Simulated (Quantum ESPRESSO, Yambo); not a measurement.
Quasiparticle gap of RbCl

```
CELL_PARAMETERS angstrom
      0.00000     3.18889     3.18889
      3.18889     0.00000     3.18889
      3.18889     3.18889     0.00000
ATOMIC_POSITIONS crystal
  Cl 0.50000 0.50000 0.50000
  Rb 0.00000 0.00000 0.00000
```

Cell and atoms were relaxed with LDA from Materials Project entry mp-23295, within its symmetry.

Starting point: LDA (Quantum ESPRESSO, PseudoDojo norm-conserving, 56 Ry, no spin-orbit coupling). G0W0 in Yambo: 4×4×4 Γ-centred k mesh, 159 bands and a 10 Ry block in the screening, 159 bands in G with the Bruneval-Gonze terminator, plasmon pole fitted at 27.2 eV.

```json
{
  "LDA gap along the band path": "4.85 eV",
  "LDA gap between the mesh's edge points (Γ → Γ)": "4.85 eV",
  "G0W0 gap between the same points": "8.11 eV"
}
```

| k point | band | E LDA (eV) | E QP (eV) | shift (eV) | Z |
|---|---|---|---|---|---|
| Γ | VB | 0.00 | -2.24 | -2.24 | 0.81 |
| Γ | CB | 4.85 | 5.87 | 1.02 | 0.87 |
| L | VB | -0.45 | -2.68 | -2.23 | 0.81 |
| L | CB | 7.64 | 8.74 | 1.10 | 0.90 |
| X | VB | -0.09 | -2.34 | -2.25 | 0.81 |
| X | CB | 5.75 | 6.95 | 1.20 | 0.88 |
| W | VB | -0.24 | -2.50 | -2.25 | 0.81 |
| W | CB | 7.44 | 8.65 | 1.21 | 0.87 |

Energies count from the LDA valence-band maximum.

Nearest settings tried, and what they do to the gap: 53 bands in W, 53 bands in G: -113 meV; 2 Ry block (27 vectors against 283): -486 meV. Not varied: mesh. So the settings aren't converged at that level.
